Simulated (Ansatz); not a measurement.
## Computed frozen-phonon scan: Zr (hcp, Mg type)

Relaxed Zr (hcp, Mg type):

```
CELL_PARAMETERS angstrom
      6.46252     0.00000     0.00000
     -1.61563     2.79835     0.00000
      0.00000     0.00000     5.17316
ATOMIC_POSITIONS crystal
  Zr 0.16667 0.66667 0.75000
  Zr 0.66667 0.66667 0.75000
  Zr 0.33333 0.33333 0.25000
  Zr 0.83333 0.33333 0.25000
```

The atoms are displaced by Q × the pattern below (from a DFPT mode at M = (0.5, 0.0, 0.0), largest move 1; Q in Å), at fixed cell. (q is in reciprocal vectors of the primitive cell; the cell shown is doubled to hold the pattern.)

| atom | x | y | z |
|---|---|---|---|
| Zr1 | -0.500 | 0.866 | 0.000 |
| Zr2 | 0.500 | -0.866 | 0.000 |
| Zr3 | 0.500 | -0.866 | 0.000 |
| Zr4 | -0.500 | 0.866 | 0.000 |

Level of theory: PBE (plane waves to 420 eV, PAW, scalar-relativistic; Ansatz, an electronic-structure program). k mesh 17×17×9 (Γ-centred), Fermi-Dirac smearing 0.05 eV. The energy includes the smearing's −TS. With partly filled bands, energies and forces of such displacements shift with the k mesh and the smearing. Zr is run without spin polarisation. Zr was relaxed with its symmetry unable to fall. The zero of ΔE is the undisplaced structure.

| Q (Å) | ΔE (meV/cell) | −dE/dQ from forces (eV/Å) |
|---|---|---|
| -0.100 | 150 | 2.896 |
| -0.083 | 105 | 2.465 |
| -0.067 | 68 | 2.003 |
| -0.050 | 38 | 1.519 |
| -0.033 | 17 | 1.019 |
| -0.017 | 4 | 0.512 |
| 0.000 | 0 | 0.000 |
| 0.017 | 4 | -0.512 |
| 0.033 | 17 | -1.019 |
| 0.050 | 38 | -1.519 |
| 0.067 | 68 | -2.003 |
| 0.083 | 105 | -2.465 |
| 0.100 | 150 | -2.896 |

Derived quantities:

The energy at Q = 0.100 Å is 150 meV/cell. Space group of the distorted cell: Pbcm (No. 57), lowered from P6_3/mmc. Symmetry of the curve: even: the same for both signs. Shape of the curve: a single well with its minimum at or next to zero displacement. Harmonic wavenumber from the curvature (finite differences): 151 cm⁻¹. Wavenumber by perturbation theory (DFPT, on another k mesh): 151 cm⁻¹.

The 13 points together took around 9 core-minutes (rough).

(For displaced atoms, the force is minus the slope of the energy, and its curvature is a force constant, which sets phonon frequencies.)
